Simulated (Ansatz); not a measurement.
input.yaml (Ansatz)

```yaml
crystal:
  lattice:
    - [5.7560771519, 0.0, 0.0]
    - [-2.878038576, 4.9849090397, 0.0]
    - [0.0, 0.0, 3.5433796949]
  atoms:
    - { symbol: Tl, position: [0.0, 0.0, 0.0] }
    - { symbol: Tl, position: [0.3333333333, 0.6666666667, 0.5] }
    - { symbol: Tl, position: [0.6666666667, 0.3333333333, 0.5] }
hamiltonian:
  xc: r2scan
  pseudopotentials:
    kind: paw
    azcp:
      Tl: "pseudopotentials/Tl.paw.azcp"
basis:
  ecutwfc: 500
  fft_grid_basis: typed
kpoints:
  mp_grid: { grid: [8, 8, 10], shift: [0, 0, 0] }
magnetization:
  spin_polarized: false
scf:
  occupations: { method: fermi_dirac, width: 0.1 }
  lower_state_search: "off"
output:
  stress: true
```

and its output:

```
Engine: ansatz 0.2.0, x86_64-unknown-linux-gnu
Pseudopotentials: kind: paw
Pseudopotential: Tl, paw, valence charge 13, recommended cutoff 500 eV (meta_gga) 
Functional definition: r2SCAN
  parameter k0 = 0.174
  parameter k1 = 0.065
  parameter a1 = 4.9479
  exchange = r2scan_x(k0 = k0, k1 = k1, a1 = a1)
  correlation = r2scan_c
Crystal: 3 atoms, lattice volume = 101.672 Å³
Basis set: ecut = 500 eV, 2593 PW (Γ), exchange–correlation on 180×180×108 points (64 copies of the dense FFT grid, shifted against one another)
Bands: 24, of which v1, the nominal top of the filled ones, is band 20 counted from 1 (19 counted from 0)
Symmetry: 24 space group operations
Space group: P6/mmm (ITA 191), of the structure as read, at distance tolerance 4.7e-5 Å
k-points: 60 of 640
Non-local potential: Tl, projectors of the file, l = 0: 2, l = 1: 2, l = 2: 2, l = 3: 1
PAW form: soft (Blöchl's): semilocal exchange-correlation on the pseudo side does not see the compensation charge
PAW frozen core: Tl, regenerated for the run's functional (the file was generated under x = pbe(κ = 0.804, μ = 0.2195149727645171), c = pbe(β = 0.06672455060314922))
PAW one-centre angular grid: Tl, 590 points (default); XC on 160 Gauss nodes
Initial density: superposition of atomic densities (neutral atoms: chi_scale 0, normalization atom), corrected by the library's trained network
Initial wavefunctions: pseudopotential atomic-orbital guess
Functional: x = r2scan, c = r2scan; τ floored in thin density (d = 2e-4 eV/Å³)
SCF iter   1: F=-34375.609935 eV  HF=-34375.656234 eV  |F-HF|=4.63e-2  |Δ(HF+E_count)|=         —  Δρ=7.53e-3  dr2=5.39e-2  dr2_τ=1.64e-2  ethr=1.77e-3  ⟨swp⟩=6.0  Hψ=7006  notcnv=0
SCF iter   2: F=-34375.631532 eV  HF=-34375.637449 eV  |F-HF|=5.92e-3  |Δ(HF+E_count)|=   1.88e-2  Δρ=2.95e-3  dr2=9.60e-3  dr2_τ=8.26e-4  ethr=1.38e-4  ⟨swp⟩=2.6  Hψ=3406  notcnv=0
SCF iter   3: F=-34375.635844 eV  HF=-34375.635559 eV  |F-HF|=2.85e-4  |Δ(HF+E_count)|=   1.89e-3  Δρ=5.98e-4  dr2=5.63e-4  dr2_τ=7.89e-6  ethr=2.46e-5  ⟨swp⟩=2.0  Hψ=2746  notcnv=0
SCF iter   4: F=-34375.635991 eV  HF=-34375.635963 eV  |F-HF|=2.84e-5  |Δ(HF+E_count)|=   4.03e-4  Δρ=2.12e-4  dr2=4.54e-5  dr2_τ=4.21e-7  ethr=1.44e-6  ⟨swp⟩=2.0  Hψ=2858  notcnv=0
SCF iter   5: F=-34375.635997 eV  HF=-34375.635997 eV  |F-HF|=2.72e-7  |Δ(HF+E_count)|=   3.45e-5  Δρ=5.48e-5  dr2=4.81e-6  dr2_τ=2.30e-7  ethr=1.17e-7  ⟨swp⟩=3.0  Hψ=2772  notcnv=0
SCF iter   6: F=-34375.635999 eV  HF=-34375.635999 eV  |F-HF|=2.06e-8  |Δ(HF+E_count)|=   1.74e-6  Δρ=1.45e-5  dr2=4.49e-7  dr2_τ=1.63e-8  ethr=1.23e-8  ⟨swp⟩=2.0  Hψ=2625  notcnv=0
SCF iter   7: F=-34375.635999 eV  HF=-34375.635999 eV  |F-HF|=8.48e-9  |Δ(HF+E_count)|=   1.08e-7  Δρ=4.20e-6  dr2=3.66e-8  dr2_τ=4.25e-9  ethr=2.56e-10  ⟨swp⟩=4.2  Hψ=5265  notcnv=0
SCF 1 converged in 7 iterations: F = -34375.635999 eV  dr2 = 3.66e-8
SCF converged after 7 iterations
Free energy (F): -34375.635999 eV
Harris-Foulkes:  -34375.635999 eV  (|F-HF|=8.48e-9)
Internal energy: -34375.575344 eV  (E = F + TS)
E sigma→0 (E₀):  -34375.605672 eV
Entropy (-TS):   -0.060655 eV (-20.218 meV/atom)
Fermi energy:    8.227712 eV
--- Per-component energies (eV) ---
  E_band       = -78.434367
  E_kinetic    = 999.808925
  E_local      = -2937.982795  (includes V_loc(G=0)·N_el)
  E_nonlocal   = 951.896803
  E_hartree    = 1088.424029
  E_xc         = -654.083080
  E_vxc        = -467.935700  (∫ρ·V_xc dr)
  E_paw        = -30574.500838  (= ΣΔE_a)
  E_vpaw       = -837.461109  (= ΣTr[D̂ρ^β])
  E_aug_tail   = 0.000054  (compensation charges beyond the density's cutoff)
  E_vtau       = 36.389115  (kinetic-family band-sum trace: ∫τ·v_τ [+ j·A + Jᵃ·Aᵃ] dr)
  E_ewald      = -3252.257725
  E_core_change = 3.119283  (= ΣΔE_core)
  E_smearing   = -0.060655  (= −TS)
  E_closure    = 0.000000  (closes the sum)
  Σ components = -34375.635999   (vs F -34375.635999, Δ=0.00e0)
--- Stress (GPa, compression-positive) ---
       -2.174561       0.000000      -0.000000
       -0.000000      -2.174561       0.000000
       -0.000000       0.000000      -2.829437
  P = ⅓ Tr σ = -2.3929 GPa (-23.929 kbar)
```

Launched by

```sh
ansatz run input.yaml --threads 1 --pin off --max-ram 3584MiB --backend cpu --events-out ev --progress --plain --runs-dir out
```

On 1 thread of Intel(R) Xeon(R) Platinum 8259CL CPU @ 2.50GHz (Skylake/Cascade Lake) (shared host) this took about 22 s of wall time and 22 s of CPU time.
